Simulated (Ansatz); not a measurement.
VSi2 in space group I4/mcm (No. 140; Si on 8h, V on 4a) under volume change, DFT-PBE in the program Ansatz with PAW potentials, shape and atoms relaxed at each volume.

| V (Å³/atom) | E − E(relaxed) (meV/atom) | P (GPa) |
|---|---|---|
| 13.024 | 60.9 | 16.36 |
| 13.453 | 25.7 | 10.09 |
| 13.883 | 6.1 | 4.66 |
| 14.312 | 0.0 | 0.00 |
| 14.741 | 5.5 | -3.99 |
| 15.171 | 20.8 | -7.38 |
| 15.600 | 44.6 | -10.26 |

Task: What does a third-order Birch–Murnaghan fit give for V₀, B₀ and B′?

Result: V₀ = 14.31 Å³/atom, B₀ = 143 GPa, B′ = 4.1.

The cell is a constructed one: a structure type filled with these elements; neither database checked (COD, Materials Project) lists it. COD files the formula under space group No. 181, so this cell is another polymorph or a model. Its standing as an ambient phase is unchecked. Symmetry was held in the PBE relaxation; its stability against distortions is not shown here. The workflow began spin-polarised and lost its moments.

Potentials: the later of the program's two PAW sets.
